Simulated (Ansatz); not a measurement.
GaP (zinc blende)

```xyz
2
Lattice="0.0000 2.7195 2.7195 2.7195 0.0000 2.7195 2.7195 2.7195 0.0000" Properties=species:S:1:pos:R:3 pbc="T T T"
P      4.0792     4.0792     4.0792
Ga     0.0000     0.0000     0.0000
```

The slice is a {110} plane (indices of the conventional cell) through the point (0.750, 0.750, 0.750) (fractional), spanned by u = [100] and v = [1 -1 -1] in vectors of this cell: u (3.85 Å) and v (5.44 Å, at 90° to u). It covers one period; positions are fractions (u, v).

Level of theory: PBEsol (plane waves to 420 eV, PAW, scalar-relativistic; Ansatz, a quantum-chemistry and plane-wave program). k mesh 11×11×11. These are valence fields of a PAW run, semicore shells included where kept as valence: close to a nucleus they are smooth pseudo fields. GaP was relaxed with its symmetry unable to fall. The PAW data are Ansatz's earlier set.

**Question.** Around which element is the density of the highest valence band (whole band, smooth part) largest on this plane?

**Answer.** P. Mean over a disc round each atom, of radius 0.45 times the shortest bond: P 0.140, Ga 0.032 e/Å³.

**Question.** What is the ELF at the density minimum of the shortest P–Ga line in this plane (2.36 Å)?

**Answer.** 0.6.

**Question.** What is the valence density on the shortest P–Ga line in this plane (2.36 Å), at its minimum between the atoms?

**Answer.** 0.53 e/Å³.

**Question.** Predict the map of the density of the highest valence band (whole band, smooth part) on the slice.

**Answer.** 
```
|-+@%*-:.:-*%@+|
|#%@%*-:.:-*%@%|
|###*=:   :=*##|
|====-.   .-===|
|:::::     ::::|
|......   .....|
|   ...   ...  |
|    .......   |
|     .....    |
|     .....    |
|              |
|              |
|              |
|..           .|
|::..       ..:|
|==-.       .-=|
|#*+-.     .-+*|
|##*=:.   .:=*#|
|-=#*-:. .:-*#=|
| -##+:...:+##-|
```
Scale: ten equal steps from 0.000 (start of ' ') to 0.206 (end of '@'), in the order ' .:-=+*#%@'. Values: density of the highest valence band (whole band, smooth part) in e/Å³. The map has 14 points along u (one character each, u = 0 at the left) and 20 along v (v = 0 in the bottom row).
